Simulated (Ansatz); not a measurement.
MgO:
```
MgO
1.0
    5.49846     0.00000     0.00000
    0.00000     5.49846     0.00000
    0.00000     0.00000     3.26668
Mg O
4 4
Direct
  0.32089   0.67911   0.00000
  0.67911   0.32089   0.00000
  0.82089   0.82089   0.50000
  0.17911   0.17911   0.50000
  0.31635   0.31635   0.00000
  0.68365   0.68365   0.00000
  0.18365   0.81635   0.50000
  0.81635   0.18365   0.50000
```

Relaxed with r²SCAN.

### Question
Give the Bader charges and basin volumes of the independent atoms, r²SCAN (plane waves, PAW; program Ansatz).

### Answer


```
atom  Bader charge (e)  Bader volume (Å³)
----  ----------------  -----------------
Mg1              +1.73                5.1
O5               -1.73               19.6
```

Space group P4_2/mnm. The start of the workflow was typed in or built on a structure type; neither database checked (COD, Materials Project) lists it. It is not the phase usual at ambient conditions (space group No. 225). Symmetry was held in the r²SCAN relaxation; whether a distortion lowers the energy is not shown.

Potentials: the later of the program's two PAW sets.
